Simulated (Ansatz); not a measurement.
YPb3 (Cu3Au type)

```xyz
4
Lattice="4.8606 0.0000 0.0000 0.0000 4.8606 0.0000 0.0000 0.0000 4.8606" Properties=species:S:1:pos:R:3 pbc="T T T"
Y      0.0000     0.0000     0.0000
Pb     2.4303     2.4303     0.0000
Pb     0.0000     2.4303     2.4303
Pb     2.4303     0.0000     2.4303
```

E(V) scan at fixed shape, V₀ the volume above. Symmetry pins the atoms to their sites.

Calculation: r2SCAN (plane waves to 500 eV, PAW, scalar-relativistic; Ansatz, a quantum-chemistry and plane-wave program). k mesh 10×10×10 (Γ-centred), Fermi-Dirac smearing 0.05 eV. E stands for the smeared free energy. Stress and pressure are positive under compression. Spin-orbit coupling is left out, though Pb is heavy. YPb3 is run without spin polarisation. YPb3 was relaxed with its symmetry unable to fall. ΔE is measured from the relaxed starting cell. The last digit holds for this mesh only.

```csv
V (Å³/atom),ΔE (meV/atom)
24.115,172.8
25.034,103.2
25.953,54.3
26.872,22.6
27.790,5.3
28.709,0.0
29.628,4.7
30.546,17.8
31.465,38.0
32.384,withheld
33.302,94.9
```

Question: Fit a third-order Birch-Murnaghan form (E₀, V₀, B₀, B₀′ free) to the given rows and predict ΔE at V = 32.384.

Answer: Least squares on the 10 given rows: ΔE = E₀ + (9V₀B₀/16)·y²·[2 + (B₀′ − 4)y], y = (V₀/V)^(2/3) − 1, with V₀ = 28.709 Å³/atom, B₀ = 54.51 GPa (160.2 GPa = 1 eV/Å³; the term in eV is multiplied by 1000), B₀′ = 4.56, E₀ = 0.00 meV/atom; root-mean-square residual 0.03 meV/atom. At 32.384 the fit gives 64.0 meV/atom; the calculation gives 64.0 meV/atom, the same to the digits shown. For the pressure the fit gives -5.0 GPa against the computed -5.0 GPa.

(A scan under strain: stresses follow from slopes of the energy per volume, elastic moduli from its curvatures.)
